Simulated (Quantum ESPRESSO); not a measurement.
Inputs of pw.x and gipaw.x (a modified build of Quantum ESPRESSO, PBE) for NaCl; the starting potential comes from an earlier run on another mesh:

```
&CONTROL
  calculation = 'scf'
  prefix = 'x'
  pseudo_dir = './pseudo'
  outdir = './out'
  tprnfor = .true.
/
&SYSTEM
  ibrav = 0
  nat = 2
  ntyp = 2
  ecutwfc = 60
  ecutrho = 240
  occupations = 'fixed'
  nbnd = 8
/
&ELECTRONS
  conv_thr = 1e-11
  startingpot = 'file'
/
ATOMIC_SPECIES
Na 22.990 Na.GGA_PBE-JTH.UPF
Cl 35.450 Cl.GGA_PBE-JTH.UPF
CELL_PARAMETERS angstrom
    0.000000000000     2.780094675000     2.822005650000
    2.780094675000     0.000000000000     2.822005650000
    2.780094675000     2.780094675000     0.000000000000
ATOMIC_POSITIONS crystal
Na     0.000000000000     0.000000000000     0.000000000000
Cl     0.500000000000     0.500000000000     0.500000000000
K_POINTS automatic
4 4 4 1 1 1
```

```
&INPUTGIPAW
  job = 'nmr'
  prefix = 'x'
  tmp_dir = './out/'
  restart_mode = 'from_scratch'
  pawproj(1) = .true.
  pawproj(2) = .true.
  use_nmr_macroscopic_shape = .false.
/
```

The cell was made here from a computed Materials Project entry: strained by +1 % along the cube axis and by -0.5 % across it, atoms relaxed (PBE without dispersion, pw.x of Quantum ESPRESSO, symmetry kept). The parent is NaCl in Fm-3m. Stability against distortions was not tested.

Q: What does gipaw.x print for the total shieldings?

A: 
```
     Total NMR chemical shifts in ppm: ---------------------------------------
     (adopting the Simpson convention for anisotropy and asymmetry)-----------

     Atom  1  Na  pos: (  0.000000  0.000000  0.000000)  Total sigma:         538.16
           539.3082          0.0000          0.0000
            -0.0000        539.3082          0.0000
             0.0000          0.0000        535.8701

     Na      1    anisotropy:     -3.44    eta:    0.0000
     Na      1    sigma_11=    539.31
     Na      1    sigma_22=    539.31
     Na      1    sigma_33=    535.87

     Atom  2  Cl  pos: (  0.701797  0.701797  0.712377)  Total sigma:         964.30
           964.7961         -0.0000         -0.0000
             0.0000        964.7961         -0.0000
            -0.0000          0.0000        963.2996

     Cl      2    anisotropy:     -1.50    eta:    0.0000
     Cl      2    sigma_11=    964.80
     Cl      2    sigma_22=    964.80
     Cl      2    sigma_33=    963.30
```
The printed anisotropy is 3/2 (σ_33 − σ_iso) in the program's own order; the axes are left out here. Anisotropies that symmetry doesn't fix are less certain than the isotropic values. These are absolute shieldings with no macroscopic susceptibility term; δ = σ_ref − σ needs a reference computed alike. By our sweeps, such settings leave a few ppm in absolute σ. The datasets of Na, Cl hold no d projectors, which limits absolute σ on these atoms.
